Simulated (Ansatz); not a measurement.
Ta (bcc (W type), Im-3m) under volume change, DFT-PBE+D3(BJ) in the program Ansatz with PAW potentials, scaled uniformly.

```
V (Å³/atom)  E − E(relaxed) (meV/atom)     P (GPa)
-----------  -------------------------  ----------
16.138                           109.4       23.68
16.670                            46.1       14.63
17.202                      (withheld)  (withheld)
17.734                             0.0        0.00
18.267                             9.9       -5.80
18.799                      (withheld)  (withheld)
19.331                            80.8      -15.10
```

Problem. Complete the blanks.

Solution. 
- 18.799, E − E(relaxed) (meV/atom): 37.6
- 18.799, P (GPa): -10.79
- 17.202, E − E(relaxed) (meV/atom): 10.9
- 17.202, P (GPa): 6.76

Problem. What does a third-order Birch–Murnaghan fit give for V₀, B₀ and B′?

Solution. V₀ = 17.74 Å³/atom, B₀ = 208 GPa, B′ = 4.0.

Symmetry was held in the PBE+D3(BJ) relaxation. The run is not spin-polarised. The pairwise dispersion correction was not fitted to metals. Spin–orbit coupling is left out wherever it is not named.

Potentials: the later of the program's two PAW sets.
